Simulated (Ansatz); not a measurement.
# Cr, first-principles data

Cr:
```cif
data_Cr2
_chemical_formula_sum 'Cr2'
_space_group_name_H-M_alt 'P 1'
_space_group_IT_number 1
_cell_length_a 3.37349
_cell_length_b 3.37349
_cell_length_c 3.37349
_cell_angle_alpha 97.504
_cell_angle_beta 97.504
_cell_angle_gamma 137.629
loop_
_space_group_symop_operation_xyz
  'x, y, z'
loop_
_atom_site_label
_atom_site_type_symbol
_atom_site_fract_x
_atom_site_fract_y
_atom_site_fract_z
_atom_site_occupancy
Cr1 Cr 0.75000 0.25000 0.50000 1
Cr2 Cr 0.00000 0.00000 0.00000 1
```

Space group I4_1/amd (No. 141), β-Sn type; conventional cell a = b = 4.4484 Å, c = 2.4383 Å, α = β = γ = 90.00°.

Method: the program Ansatz at the r²SCAN level (PAW). Structure relaxed to zero pressure with the same functional. Other levels are named where they apply.

### Cell and energy

- Volume per atom = 12.06 Å³
- Density = 7.16 g/cm³

### Electronic structure

Electronic character: metallic (no gap)
Density of states at the Fermi level: 1.3 states/eV per atom (mean over ±0.08 eV)

### Magnetism

- Magnetic order: non-magnetic (starting moments vanished)

### Mechanics

Bulk modulus (Birch–Murnaghan fit): 220 GPa
Pressure derivative B′: 4.0

### Phonons

Highest zone-centre frequency: 248 cm^-1
Zone-centre stability: unstable, softest mode 134i cm⁻¹

A made-up cell: these elements were put on the sites of a structure type; neither database checked (COD, Materials Project) lists it. It is not the phase usual at ambient conditions (space group No. 229). The cell was relaxed with r²SCAN under the symmetry of its start. The workflow began spin-polarised and lost its moments. As this level gives no gap, phonon frequencies hold no LO–TO term and depend on the k-mesh and smearing (Fermi–Dirac, 0.1 eV here). Axis ratios of metals converge slowly with the k-mesh, so a and c are less sure than the volume.

Potentials: the later of the program's two PAW sets.
